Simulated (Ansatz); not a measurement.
One stationary structure of TePb. Space group Pnma (No. 62), AFLOW prototype AB_oP8_62_c_c (B31, as in MnP). All values below come from r2SCAN (plane waves to 500 eV, PAW, scalar-relativistic; Ansatz, a first-principles code).

```xyz
8
Lattice="8.3728 0.0000 0.0000 0.0000 4.4625 0.0000 0.0000 0.0000 7.7636" Properties=species:S:1:pos:R:3 pbc="T T T"
Te     4.1722     1.1156     5.8467
Te     8.3586     1.1156     5.7986
Te     4.2006     3.3469     1.9168
Te     0.0142     3.3469     1.9649
Pb     6.6219     1.1156     0.6560
Pb     2.4355     1.1156     3.2258
Pb     1.7509     3.3469     7.1076
Pb     5.9372     3.3469     4.5378
```

Question: Give the band gap at the level r2SCAN.

Answer: 0.72 eV, indirect (valence top at 33 % of the way from X to S, conduction bottom at Γ) (no spin-orbit coupling).

Question: What is the computed smallest direct gap (r2SCAN)?

Answer: 0.89 eV at Γ.

No spin polarisation in the result. Without spin-orbit coupling the bands of the heavy element are not split, so the gap can be far off.

The run could not lose the symmetry of its start.

The first start was generated by placing the elements on the sites of a structure type. Materials Project lists a structure of TePb in the same space group, Pnma (No. 62); the sites were not compared with it, nor with measured phases. Known forms of TePb include space group No. 225.
